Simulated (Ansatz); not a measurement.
**BiTe: a sublattice moved along a line**

All numbers below come from Ansatz 0.2.0, DFT PBE, scalar-relativistic, plane waves, PAW. Cutoff 420 eV, Γ-centred 12×12×12 k-points, Gaussian smearing of 0.15 eV. Spin–orbit coupling is left out, which can shift energies with elements as heavy as these. No spin polarisation. Energies are free energies at this smearing, counted from the undisturbed cell; pressure is positive in compression.

Zero of the scan (as given, not relaxed at this level; it stands at 0.0 GPa, and it needn't be the usual structure):

```
Bi Te
1.0
     2.42271    1.39875    3.31729
    -2.42271    1.39875    3.31729
     0.00000   -2.79750    3.31729
Bi Te
1 1
Cartesian
  0.0000 0.0000 4.9759
  0.0000 0.0000 0.0000
```

Every Bi atom is moved by x along the Cartesian unit vector (-0.558, -0.322, -0.764); the cell and all other atoms stay fixed. The cell is metallic on the mesh throughout.

| x (Å) | ΔE (meV/cell) | force along x on the moved atoms (eV/Å) | pressure (GPa) |
| --- | --- | --- | --- |
| -0.5000 | ? | 0.98 | ? |
| -0.2500 | 52.0 | 0.43 | 0.8 |
| 0.0000 | 0.0 | 0.00 | 0.0 |
| 0.1250 | 12.6 | ? | ? |
| 0.3125 | 82.8 | -0.55 | 1.3 |
| 0.3750 | 120.9 | -0.67 | 2.0 |
| 0.4375 | 166.5 | -0.80 | 2.6 |

By symmetry 0.5000 repeats -0.5000, -0.3750 repeats 0.3750, 0.2500 repeats -0.2500, -0.1250 repeats 0.1250 in energy; the slope of the energy along the path changes sign there.

(1) Give the withheld values.

## Answers

(1) ΔE (meV/cell) at x (Å) = -0.5000: 221.7; pressure (GPa) at x (Å) = -0.5000: 3.4; force along x on the moved atoms (eV/Å) at x (Å) = 0.1250: -0.20; pressure (GPa) at x (Å) = 0.1250: 0.2.